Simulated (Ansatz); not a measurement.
Method: DFT PBE, scalar-relativistic, plane waves, PAW in Ansatz 0.2.0. All cells share a 420 eV cutoff and Γ-centred k meshes spaced at most about 0.3 Å⁻¹ (2π included). No spin polarisation in the final relaxations.

Temperature and zero-point effects are left out.

Compare these two cells of Sn2PbS3, each relaxed at this level.

A.

```yaml
crystal:
  lattice:
    - [5.97063, 0.00000, 0.00000]
    - [0.00998, 6.09748, 0.00000]
    - [2.75143, 0.07027, 8.93645]
  atoms:
    - { symbol: Sn, position: [0.63896, 0.01707, 0.67786] }
    - { symbol: Sn, position: [0.13945, 0.48420, 0.67597] }
    - { symbol: Sn, position: [0.31223, 0.02223, 0.34670] }
    - { symbol: Sn, position: [0.81267, 0.47693, 0.34503] }
    - { symbol: Pb, position: [0.98994, 0.01046, 0.00714] }
    - { symbol: Pb, position: [0.49057, 0.48960, 0.00564] }
    - { symbol: S, position: [0.86726, 0.04730, 0.32852] }
    - { symbol: S, position: [0.36768, 0.45172, 0.32613] }
    - { symbol: S, position: [0.50419, 0.01505, 0.98628] }
    - { symbol: S, position: [0.00470, 0.48426, 0.98348] }
    - { symbol: S, position: [0.18611, 0.04956, 0.65982] }
    - { symbol: S, position: [0.68624, 0.45164, 0.65742] }
```

B.

```yaml
crystal:
  lattice:
    - [-2.08863, 2.08863, 8.86024]
    - [2.08863, -2.08863, 8.86024]
    - [2.08863, 2.08863, -8.86024]
  atoms:
    - { symbol: Sn, position: [0.66785, 0.66785, 0.00000] }
    - { symbol: Sn, position: [0.33215, 0.33215, 0.00000] }
    - { symbol: Pb, position: [0.00000, 0.00000, 0.00000] }
    - { symbol: S, position: [0.82990, 0.82990, 0.00000] }
    - { symbol: S, position: [0.50000, 0.50000, 0.00000] }
    - { symbol: S, position: [0.17010, 0.17010, 0.00000] }
```

Question: Which form is favoured at zero pressure, and by what margin per atom?

Answer: A is lower, by 10 meV/atom. A has Sn and Pb ordered on rock salt sites, space group P1 (No. 1), 27.1 Å³/atom and a gap of 0.81 eV on its mesh; B has Sn and Pb ordered on rock salt sites, space group I4/mmm (No. 139), 25.8 Å³/atom and a gap of 0.16 eV. Counting S atoms around Pb and Sn (those within 1.25 times the shortest such distance or 1.15 times the sum of covalent radii; a plus sign parts nearer from farther groups), A has Sn 3+2, Pb 6 and B has Sn 6, Pb 6. The lower one is the more open, so pressure narrows the difference. Both come from invented guesses.

Spin–orbit coupling, which can matter for Pb, is left out. Kohn–Sham gaps at this level usually fall short of measured ones. The missing spin–orbit coupling can work the other way here. Cells relaxed within their symmetry can be saddle points. The P1 cell of Sn2PbS3 came from shaking the I4/mmm one.
